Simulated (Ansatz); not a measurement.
Here is the system:

GaAs:
```
CELL_PARAMETERS angstrom
      3.99998     0.00000     0.00000
     -1.99999     3.46408     0.00000
      0.00000     0.00000    13.12718
ATOMIC_POSITIONS crystal
  Ga 0.66667 0.33333 0.99988
  As 0.66667 0.33333 0.18773
  Ga 0.00000 0.00000 0.25039
  As 0.00000 0.00000 0.43699
  Ga 0.33333 0.66667 0.49988
  As 0.33333 0.66667 0.68773
  Ga 0.00000 0.00000 0.75039
  As 0.00000 0.00000 0.93699
```

This is the r²SCAN-relaxed structure. Cartesian axes are those of the cell as given.

Q: All from the program Ansatz at the r²SCAN level (PAW), unless another level is named. Give the Hill bulk and shear moduli.

A: 72.3 and 47.5 GPa.

Q: And the piezoelectric stress constants (proper, relaxed ions, C/m²)?

A: e15 = e24 = e31 = e32 = 0.11, e33 = -0.29.

Space group P6_3mc. The start of the workflow was typed in or built on a structure type; the Crystallography Open Database copy checked does not list it. It is not the phase usual at ambient conditions (space group No. 216). The cell was relaxed with r²SCAN under the symmetry of its start; its stability against distortions is not shown here.

Potentials: the later of the program's two PAW sets.
